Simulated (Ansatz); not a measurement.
Sc:
```yaml
crystal:
  lattice:
    - [3.25935, 0.00000, 0.00000]
    - [-1.62968, 2.82268, 0.00000]
    - [0.00000, 0.00000, 8.14296]
  atoms:
    - { symbol: Sc, position: [0.50000, 0.00000, 0.00000] }
    - { symbol: Sc, position: [0.50000, 0.50000, 0.33333] }
    - { symbol: Sc, position: [0.00000, 0.50000, 0.66667] }
```

Relaxed with r²SCAN.

**Question.** Map the valence electron density (e/Å³), cut off at 3 on the plane through (0.500, 0.000, 0.000) spanned by u = [1, 1, 0] and v = [1, -1, 0] in lattice vectors, from DFT-r²SCAN in the program Ansatz with PAW potentials.

**Answer.** x is the fraction of u, y of v (the angle between them is 90°; rows are the nearest grid lines); atoms in the plane: Sc at (0.00, 0.00), Sc at (0.50, 0.50).
```
|99993000000039999|
|99982000000028999|
|99951000000015999|
|32100000000000123|
|00000000000000000|
|00000000000000000|
|00000000000000000|
|00000000000000000|
|00000012321000000|
|00000258985200000|
|00001599999510000|
|00002899999820000|
|00002899999820000|
|00001599999510000|
|00000258985200000|
|00000012321000000|
|00000000000000000|
|00000000000000000|
|00000000000000000|
|00000000000000000|
|32100000000000123|
|99951000000015999|
|99982000000028999|
|99993000000039999|
```
Scale: ten equal steps from 0.096 (start of '0') to 3.00 (end of '9'), in the order '0123456789'; x runs from 0.000 to 1.00, y from 0.000 (bottom) to 1.00 (top).

The density is the valence pseudo-density with augmentation charge, so density and ELF within about 1 Å of a nucleus are not all-electron values.

Space group P6_222. The workflow started from a Materials Project entry (that database holds measured and hypothetical structures alike); the Crystallography Open Database copy checked does not list it. It is not the phase usual at ambient conditions (space group No. 194). The cell was relaxed with r²SCAN under the symmetry of its start. At this level the phase is dynamically unstable (imaginary phonons). The run is not spin-polarised.

Potentials: the later of the program's two PAW sets.
